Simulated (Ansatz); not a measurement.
# Structures of Li₃Se₂: which is lowest?

Plane-wave DFT in Ansatz with scalar-relativistic PAW potentials, cutoff 420 eV, Γ-centred meshes chosen by cell and gap, Gaussian smearing with energies taken to zero width. Every cell was relaxed (cell and atoms) in a run of its own, within the symmetry of its start. Functional: PBE.

Relaxed structures (starts from databases or built by putting these elements on another compound's sites):
A. R-3m, 5 atoms in the computed cell, a = 4.290 Å, c = 17.762 Å; sites (symmetry × multiplicity) Li -3m × 3 + 3m × 6, Se 3m × 6; start: built
B. P-3m1, 5 atoms in the computed cell, a = 4.311 Å, c = 5.753 Å; sites (symmetry × multiplicity) Li -3m. × 1 + 3m. × 2, Se 3m. × 2; start: built

Task: Rank them by energy. Could pressure change the order?

Result:
| structure | group | E − E(lowest) (meV/atom) | V (Å³/atom) | gap on mesh (eV) |
| --- | --- | --- | --- | --- |
| B | P-3m1 | 0.0 | 18.52 | 0.00 |
| A | R-3m | 7.1 | 18.87 | 0.00 |

B is lowest, 7 meV/atom under A. The lowest is also the densest of these, so pressure wouldn't bring one of the others in at first order. Other structures may lie lower than all of these, and vibrations aren't counted.

Spin polarisation was left out, and a magnetic state may lie lower.